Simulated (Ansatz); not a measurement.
Nb₂GeB₂: computed property card

Nb₂GeB₂:
```cif
data_B2GeNb2
_chemical_formula_sum 'Nb2 Ge1 B2'
_space_group_name_H-M_alt 'P 1'
_space_group_IT_number 1
_cell_length_a 3.17848
_cell_length_b 3.17848
_cell_length_c 7.06755
_cell_angle_alpha 90.000
_cell_angle_beta 90.000
_cell_angle_gamma 120.000
loop_
_space_group_symop_operation_xyz
  'x, y, z'
loop_
_atom_site_label
_atom_site_type_symbol
_atom_site_fract_x
_atom_site_fract_y
_atom_site_fract_z
_atom_site_occupancy
Nb1 Nb 0.33333 0.66667 0.72055 1
Nb2 Nb 0.33333 0.66667 0.27945 1
Ge1 Ge 0.00000 0.00000 0.00000 1
B1 B 0.00000 0.00000 0.50000 1
B2 B 0.66667 0.33333 0.50000 1
```

Space group P-6m2 (No. 187); conventional cell a = 3.1785 Å, b = 3.1785 Å, c = 7.0675 Å, α = 90.00°, β = 90.00°, γ = 120.00°.

Method: r²SCAN (plane waves, PAW; program Ansatz). The cell and atoms are relaxed at this level. Other levels are named where they apply.

### Cell and energy

* **Volume per atom**: 12.37 Å³
* **Density**: 7.52 g/cm³
* **Formation energy from the elements (no fitted shifts)**: -0.66 eV/atom

### Electronic structure

- Electronic character: metallic (no gap)
- Density of states at the Fermi level: 0.36 states/eV per atom (mean over ±0.08 eV)
- Gap with spin–orbit coupling: none (metallic)

### Mechanics

* **Bulk modulus (Birch–Murnaghan fit)**: 222 GPa
* **Pressure derivative B′**: 4.3

### Charges

- Bader charges = Nb +1.18, Ge -0.82, B -0.78 to -0.76 e

The start of the workflow was typed in or built on a structure type; neither database checked (COD, Materials Project) lists it. Its standing as an ambient phase is unchecked. The cell was relaxed with r²SCAN under the symmetry of its start; its stability against distortions is not shown here. The run is not spin-polarised. The references are the lowest solids computed at this level, not always the standard phases. Scalar-relativistic: spin–orbit coupling is off unless named, which matters more the heavier the elements.

Potentials: the earlier of the program's two PAW sets. The files were generated under PBE; for other functionals the program regenerates the frozen cores, and for LDA and PBEsol the local potential too.
